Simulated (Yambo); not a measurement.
G0W0@LDA for MgTiF6 (space group R-3, No. 148) in Yambo. Reference settings: 2×2×2 Γ-centred k mesh, bands 3 to 163 and a 7 Ry block in the screening, 163 bands in G with the Bruneval-Gonze terminator, plasmon pole fitted at 27.2 eV. The LDA gap Γ → F on this mesh is 4.83 eV; G0W0 gaps are taken between the same points.

```
change from the reference                   G0W0 gap Γ → F (eV)  shift of the valence edge (eV)
------------------------------------------  -------------------  ------------------------------
reference settings                                         9.54                           -2.03
4×4×4 mesh                                                 9.55                           -2.09
exchange cut at 40 Ry                                      9.53                           -1.90
97 bands in W, 97 bands in G, 2 Ry block                  11.56                           -3.18
71 bands in W, 71 bands in G, 6 Ry block                   9.71                           -1.99
3 Ry block                                                10.46                           -2.51
130 bands in W, 130 bands in G, 3 Ry block                10.42                           -2.50
71 bands in W, 71 bands in G, 3 Ry block                    ___                           -2.49
```

Task: Estimate the withheld gaps from the other rows; the computed values follow.

Result: 
- 71 bands in W, 71 bands in G, 3 Ry block, G0W0 gap Γ → F (eV): 10.49

The reference isn't shown to be the converged limit.

Geometry of the Materials Project entry, not relaxed at this level; primitive cell a = b = c = 5.3688 Å, α = β = γ = 58.13°.

The structure is a Materials Project entry; no match was found in the copy of COD used, and its stability was not checked.

A shift is the quasiparticle energy of the state minus its LDA energy.
